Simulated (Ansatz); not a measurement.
SnPt3 (Cu3Au type, Pm-3m), r²SCAN (plane waves, PAW; program Ansatz), all energies at zero smearing, with the estimated change up to a 700 eV cutoff added, with one set of potentials and settings (totals compare only within such a set). Cell of 4 atoms (1 Sn, 3 Pt): -43650.582 eV.

```tsv
element	reference phase	E (eV/atom)
Sn	Fd-3m, 2 atoms in the cell	-6038.6401
Pt	Fm-3m, 1 atoms in the cell	-12536.7848
```

Formation energy per atom, worked out: (-43650.582 − 1×(-6038.6401) − 3×(-12536.7848))/4 = -0.397 eV/atom (-38 kJ per mol of atoms), at 0 K, without zero-point energy or fitted corrections.

The first step of the workflow began from a Materials Project structure, measured or hypothetical; the Crystallography Open Database files this formula in space group No. 221, but the cells were not matched. Its standing as an ambient phase is unchecked. The cell was relaxed with r²SCAN under the symmetry of its start; whether a distortion lowers the energy is not shown. The run is not spin-polarised. The references are the lowest solids computed at this level, not always the standard phases. Scalar-relativistic: spin–orbit coupling is off unless named, which matters more the heavier the elements.

Potentials: the later of the program's two PAW sets.
